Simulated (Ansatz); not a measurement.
Data:

SnGe:
```cif
data_Ge2Sn2
_chemical_formula_sum 'Ge2 Sn2'
_space_group_name_H-M_alt 'Pmma'
_space_group_IT_number 51
_space_group_name_Hall '-P 2a 2a'
_cell_length_a 4.36922
_cell_length_b 4.40543
_cell_length_c 6.26222
_cell_angle_alpha 90.000
_cell_angle_beta 90.000
_cell_angle_gamma 90.000
loop_
_space_group_symop_operation_xyz
  'x, y, z'
  '-x, -y, -z'
  '-x+1/2, -y, z'
  'x+1/2, y, -z'
  'x+1/2, -y, -z'
  '-x+1/2, y, z'
  '-x, y, -z'
  'x, -y, z'
loop_
_atom_site_label
_atom_site_type_symbol
_atom_site_symmetry_multiplicity
_atom_site_Wyckoff_symbol
_atom_site_fract_x
_atom_site_fract_y
_atom_site_fract_z
_atom_site_occupancy
Ge1 Ge 2 e 0.25000 0.00000 0.10973 1
Sn1 Sn 2 f 0.25000 0.50000 0.35693 1
```

This is the PBE-relaxed structure.

Task: All from PBE in the plane-wave PAW code Ansatz, unless another level is named. Predict the electronic character.

Result: metallic (no gap).

Task: Next, the density of states at the Fermi level?

Result: 0.08 states/eV per atom (mean over ±0.08 eV).

Task: Give the formation energy from the elements (no fitted shifts).

Result: 0.060 eV/atom.

The start of the workflow was typed in or built on a structure type; neither database checked (COD, Materials Project) lists it. Its standing as an ambient phase is unchecked. The PBE relaxation kept the symmetry of its start; its stability against distortions is not shown here. The references are the lowest solids computed at this level, not always the standard phases. Spin–orbit coupling is left out wherever it is not named.

Potentials: the earlier of the program's two PAW sets.
